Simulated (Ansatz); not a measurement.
One crystal and one scan (energy against volume) at two levels, PBE (plane waves to 420 eV, PAW, scalar-relativistic; Ansatz, a program for electronic structure) and r2SCAN (plane waves to 500 eV, PAW, scalar-relativistic; Ansatz), each from its own relaxed cell and on its own mesh.

The crystal is MnO (rock salt); the cell is scaled evenly about its relaxed volume V₀.

E stands for the smeared free energy. MnO is run spin-polarised and with no Hubbard U; the real compound is an antiferromagnetic insulator, a state that this run doesn't describe. MnO was relaxed with its symmetry unable to fall. Relaxed MnO ends ferromagnetic. Other magnetic orders were not checked, so this need not be the ground state. (PBE) Relaxed MnO ends ferromagnetic. (r2SCAN) Relaxed MnO ends ferromagnetic. Both scans cover V/V₀ from 0.840 to 1.160.

| quantity | run 1 | run 2 |
|---|---|---|
| Lattice constant a (Å) | 4.440 | 4.450 |
| Magnetic moment of the relaxed cell (μB/cell) | 4.75 | 5.00 |
| Pressure at the smallest volume (GPa) | 25.2 | 33.9 |
| Energy cost of the largest compression (meV/atom) | 121 | 174 |
| Energy cost of the largest expansion (meV/atom) | 79 | 113 |
| Bulk modulus B₀ (third-order Birch-Murnaghan fit) (GPa) | 110.6 | 157.3 |
| Pressure for 5 % compression (fit) (GPa) | 6.1 | 8.7 |

Problem. Which run is which level?

Solution. Run 1 is PBE, run 2 is r2SCAN. PBE gives the lower value for: lattice constant a; magnetic moment of the relaxed cell; pressure at the smallest volume; energy cost of the largest compression; energy cost of the largest expansion; bulk modulus B₀; pressure for 5 % compression. (r2SCAN) At this level the bands of MnO touch or barely overlap; measurements give the solid a gap.

(Under strain, the slope of the energy per volume gives the stress and its curvature an elastic modulus.)
